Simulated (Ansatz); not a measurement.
## Stability checks on a candidate for Na3TeF

It was reached by relaxing an invented guess, and it needn't be the stable form of this composition.

All numbers below come from DFT PBE, scalar-relativistic, plane waves, PAW in Ansatz. Settings of the last relaxation (5-atom cell): 420 eV, 6×6×6 k points, Gaussian smearing of 0.02 eV, no spin polarisation.

```
Na Te F
1.0
     4.73264    0.00000    0.00000
     0.00000    4.73264    0.00000
     0.00000    0.00000    4.73264
Na Te F
3 1 1
Direct
  0.50000 0.00000 0.00000
  0.00000 0.50000 0.00000
  0.00000 0.00000 0.50000
  0.50000 0.50000 0.50000
  0.00000 0.00000 0.00000
```

The zero of energy is the elements' standard structures at the same level (F₂ as a molecule); no fitted shifts are applied.

**Question.** These tests were run: energy against the elements; random kick, then relaxation without symmetry; phonons on a 2×2×2 q mesh; elastic tensor. What do they show?

**Answer.**

```
                                         test                         result
                  energy against the elements                 −1.641 eV/atom
random kick, then relaxation without symmetry                        returns
                    phonons on a 2×2×2 q mesh  no imaginary mode on the mesh
                               elastic tensor        least eigenvalue 20 GPa
```

It fails none of these tests. Other phases of the system weren't compared here, so this isn't yet thermodynamic stability.

These runs have no spin–orbit coupling, which can matter for Te. The reference form of Te is held partly by dispersion forces, which this level lacks. The kick test ran on a coarse mesh. The run for the phonons used a 6×6×6 k mesh. The run for the elastic tensor used a 6×6×6 k mesh.
